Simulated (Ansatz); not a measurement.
Sc (diamond, Fd-3m) under volume change, DFT-PBEsol in the program Ansatz with PAW potentials, scaled uniformly.

```json
[
 {"V (Å³/atom)": "27.875", "E − E(relaxed) (meV/atom)": "…", "P (GPa)": "…"},
 {"V (Å³/atom)": "28.793", "E − E(relaxed) (meV/atom)": "…", "P (GPa)": "…"},
 {"V (Å³/atom)": "29.712", "E − E(relaxed) (meV/atom)": "1.6", "P (GPa)": "0.57"},
 {"V (Å³/atom)": "30.631", "E − E(relaxed) (meV/atom)": "0.0", "P (GPa)": "0.00"},
 {"V (Å³/atom)": "31.550", "E − E(relaxed) (meV/atom)": "1.3", "P (GPa)": "-0.45"},
 {"V (Å³/atom)": "32.469", "E − E(relaxed) (meV/atom)": "4.9", "P (GPa)": "-0.79"},
 {"V (Å³/atom)": "33.388", "E − E(relaxed) (meV/atom)": "10.2", "P (GPa)": "-1.03"}
]
```

Question: Complete the blanks.

Answer: 
- 27.875, E − E(relaxed) (meV/atom): 14.4
- 27.875, P (GPa): 1.56
- 28.793, E − E(relaxed) (meV/atom): 6.6
- 28.793, P (GPa): 1.14

Question: What does a third-order Birch–Murnaghan fit give for V₀, B₀ and B′?

Answer: V₀ = 30.73 Å³/atom, B₀ = 14.8 GPa, B′ = 2.6.

The start of the workflow was typed in or built on a structure type; neither database checked (COD, Materials Project) lists it. It is not the phase usual at ambient conditions (space group No. 194). The cell was relaxed with PBEsol under the symmetry of its start; of distortions, only those at the zone centre were tested. The run is not spin-polarised. The volume moved by -23 % from the start of the relaxation.

Potentials: the earlier of the program's two PAW sets.
